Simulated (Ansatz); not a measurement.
Li$_{3}$Pb in space group Fm-3m (No. 225; Pb on 4a, Li on 4b, Li on 8c) at seven volumes, LDA in the plane-wave PAW code Ansatz, scaled uniformly. One row is withheld.

```json
[
 {"V (Å³/atom)": "15.550", "P (GPa)": "3.50"},
 {"V (Å³/atom)": "16.062", "P (GPa)": "2.15"},
 {"V (Å³/atom)": "16.575", "P (GPa)": "0.99"},
 {"V (Å³/atom)": "17.088", "P (GPa)": "-0.01"},
 {"V (Å³/atom)": "17.600", "P (GPa)": "?"},
 {"V (Å³/atom)": "18.113", "P (GPa)": "-1.61"},
 {"V (Å³/atom)": "18.625", "P (GPa)": "-2.25"}
]
```

Task: Fit the shown pressures and predict the withheld one.

Result: P = (3/2)B₀(x^(7/2) − x^(5/2))[1 + (3/4)(B′ − 4)(x − 1)] with x = (V₀/V)^(2/3). Least squares on the six rows gives V₀ = 17.083 Å³/atom, B₀ = 30.9 GPa, B′ = 3.97. At V = 17.600, x = 0.9803 and P = -0.87 GPa. The run itself gave -0.87 GPa.

The workflow started from an entry of the Crystallography Open Database (COD). Its standing as an ambient phase is unchecked. The LDA relaxation kept the symmetry of its start; of distortions, only those at the zone centre were tested. Scalar-relativistic: spin–orbit coupling is off unless named, which matters more the heavier the elements.

Potentials: the later of the program's two PAW sets.
